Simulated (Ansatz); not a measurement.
The numbers come from plane-wave PAW DFT (Ansatz): PBE, no spin polarisation, 420 eV, 5×8×5 Γ-centred k points, fermi-dirac occupations (width 0.1 eV). Nothing was relaxed.

Computed maps in the lattice plane spanned by a (left to right, 6.75 Å, 20 points from zero) and c (bottom to top, 6.98 Å, 21 points from zero), 90° apart, at height 0.000 along b. The fields are smooth PAW ones with compensation charges, not the true ones near nuclei.

Valence density. Digits on a logarithmic scale: 0 up to 0.03 e/Å³, each further digit a factor of 1.6, 9 from 1.3 e/Å³ up:
```
63100012223234689898
53000012344444578987
32000012468865456765
21100123599996444443
11222224699998422221
23444434699998421011
34566554589996310002
46788765457754210012
57999976444432100013
68999986432221100014
68999986432221100014
57999976444432100013
46788765457754210012
34566554589996310002
23444434699998421011
11222224699998422221
21100123599996444443
32000012468865456765
53000012344444578987
63100012223234689898
64100012222224799089
```

ELF. Ten even steps from '0' (0.01) to '9' (0.88):
```
95000000000003898689
73000000111101699999
30000000111110169987
00000001123421024542
00111111138941001100
13566421128941100000
47877762113321000001
77766775111110000003
87644677310000000015
76422478510000000016
76422478510000000016
87644677310000000015
77766775111110000003
47877762113321000001
13566421128941100000
00111111138941001100
00000001123421024542
30000000111110169987
73000000111101699999
95000000000003898689
96000000000004997279
```

The cell is Cu$_{2}$ICl. Which atoms lie within 0.2 Å of this plane, and where (fractions of a and c)?

Cu at (0.53, 0.74), Cu at (0.53, 0.26), I at (0.17, 0.50), Cl at (0.85, 0.00). The whole cell:
```
CELL_PARAMETERS angstrom
6.75495 0.00000 0.00000
0.00000 4.14257 0.00000
0.00004 0.00000 6.98443
ATOMIC_POSITIONS crystal
Cu 0.53302 0.00000 0.74363
Cu 0.99824 0.50000 0.75634
Cu 0.53302 0.00000 0.25638
Cu 0.99824 0.50000 0.24366
I 0.17386 0.00000 0.50000
I 0.35700 0.50000 0.00000
Cl 0.68091 0.50000 0.50000
Cl 0.85072 0.00000 0.00000
```

Origin: a known structure type with other elements, at an estimated volume, so it need not be a known compound.
